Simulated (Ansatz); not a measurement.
# Core-level photoemission in ZnSe

Cell: an entry of the Crystallography Open Database (COD), its atoms then relaxed with PBE in this cell, repeated to a supercell; a hole's nearest image is 8.0 Å away.

Space group F-43m (No. 216); a = 5.6676 Å.

```csv
site,Wyckoff,site symmetry,x,y,z
Zn1,4a,-43m,0.0000,0.0000,0.0000
Se9,4c,-43m,0.2500,0.2500,0.2500
```

One atom of each set is listed; the run and its k-mesh use a cell of 16 atoms with edges of 8.02, 8.02, 8.02 Å.

Computed with Ansatz: DFT, PBE, plane waves and PAW, scalar-relativistic, 420 eV cutoff, Γ-centred 3×3×3 k-points, fixed occupations.

Each value is a total-energy difference between the cell with one core hole and the ground state (ΔSCF), counted from the top of the valence band. The cell with the hole is spin-polarised, as the shell with the hole is left with one unpaired spin. The periodic images are corrected with the calculated ε∞ = 7.17.

Q: Give the Zn 2p, Se 3d lines of each distinct site.

A: 

```csv
line,atom,first shell,E_B (eV),j = l + ½ / j = l − ½ (eV)
Zn 2p,1,4 Se at 2.45 Å,1025.4,1017.6 / 1040.9
Se 3d,9,4 Zn at 2.45 Å,53.7,53.3 / 54.2
```

For p, d and f shells E_B is the weighted mean of the two lines, whose splitting comes from the free atom's Dirac orbitals.

The program doubts some values: the cell is too small to check the potential alignment. Absolute PBE values can be off by an eV or more. Multiplets, satellites and widths aren't calculated.
